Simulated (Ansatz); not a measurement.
Starting cell, CdSe (zinc blende):

```xyz
4
Lattice="0.0000 6.1963 6.1963 3.0981 3.0981 6.1963 3.0981 3.0981 0.0000" Properties=species:S:1:pos:R:3 pbc="T T T"
Se     4.6472    10.8435    10.8435
Se     4.6472     7.7453     7.7453
Cd     0.0000     0.0000     0.0000
Cd     3.0981     6.1963     3.0981
```

A phonon eigenvector at X = (0.5, 0.5, 0.0) is frozen into this cell: atom i moves by Q times the vector below, so Q is the largest atomic displacement, in Å. The cell is held. (q is in reciprocal vectors of the primitive cell; the cell shown is doubled to hold the pattern.)

```tsv
atom	x	y	z
Se1	0.000	0.000	1.000
Se2	0.000	0.000	-1.000
```

Atoms not listed stay in place.

Calculation: PBE (plane waves to 420 eV, PAW, scalar-relativistic; Ansatz, a quantum-chemistry and plane-wave program). k mesh 9×9×9 (Γ-centred), Fermi-Dirac smearing 0.05 eV. E stands for the smeared free energy. CdSe was relaxed with its symmetry unable to fall. ΔE is measured from the undisplaced structure.

The scan covers Q from -0.180 to 0.180 Å in 13 points.

### Question
Is this a single well or a double well?

### Answer
A single well with its minimum at or next to zero displacement.

### Question
Which space group does the distorted structure have?

### Answer
P-4m2 (No. 115), lowered from F-43m.

### Question
What is the energy change at Q = 0.180 Å?

### Answer
248.1 meV/cell.

### Question
What harmonic wavenumber does the curvature at Q = 0 give?

### Answer
163 cm⁻¹.

(For displaced atoms, the force is minus the slope of the energy, and its curvature is a force constant, which sets phonon frequencies.)
